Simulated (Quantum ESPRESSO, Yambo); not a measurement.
BaO (NiAs type, space group P6_3/mmc, No. 194): static response along x against the Γ-centred k mesh (Yambo on norm-conserving LDA (Quantum ESPRESSO, 84 Ry, no spin-orbit coupling) bands; 63 bands, 4 Ry block). The smallest direct LDA gap is 2.39 eV. Axes are Cartesian, with cell vectors (Å) (3.70, 0.00, 0.00), (-1.85, 3.20, 0.00), (0.00, 0.00, 6.47).

| k mesh | ε(0), independent particles | ε(0), RPA with local fields | rough Yambo cost |
|---|---|---|---|
| 3×3×2 | 4.81 | 4.32 | about 1/5 |
| 6×6×2 | 4.98 | 4.48 | about 1/3 |
| 9×9×4 | 5.00 | 4.50 | 1 |

The last step changes the RPA value by 0.4 %. Electronic response only; costs are rough.

Geometry relaxed with LDA; primitive cell a = b = 3.700 Å, c = 6.466 Å, α = β = 90.00°, γ = 120.00°.

This is not the ordinary phase of the substance; no match was found in the copy of COD used, and its stability was not checked.
